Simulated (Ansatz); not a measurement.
With plane-wave PAW r²SCAN (Ansatz code), TiC₂ in the hexagonal phase (P6/mmm; Ti on 1a, C on 2d) relaxes to a = 2.659 Å, c = 3.859 Å. Its formation energy from the elements is 0.53 eV/atom, with no fitted shifts.

Electronic character: metallic (no gap).

An equation-of-state fit gives a bulk modulus of 246 GPa. Bader charges are Ti +0.91, C -0.45 e.

The start of the workflow was typed in or built on a structure type; neither database checked (COD, Materials Project) lists it. Its standing as an ambient phase is unchecked. The r²SCAN relaxation kept the symmetry of its start; whether a distortion lowers the energy is not shown. The run is not spin-polarised. The volume moved by 21 % from the start of the relaxation. Its formation energy is positive at this level, so the cell may be metastable or incomplete. The references are the lowest solids computed at this level, not always the standard phases.

Potentials: the earlier of the program's two PAW sets. The files were generated under PBE; for other functionals the program regenerates the frozen cores, and for LDA and PBEsol the local potential too.
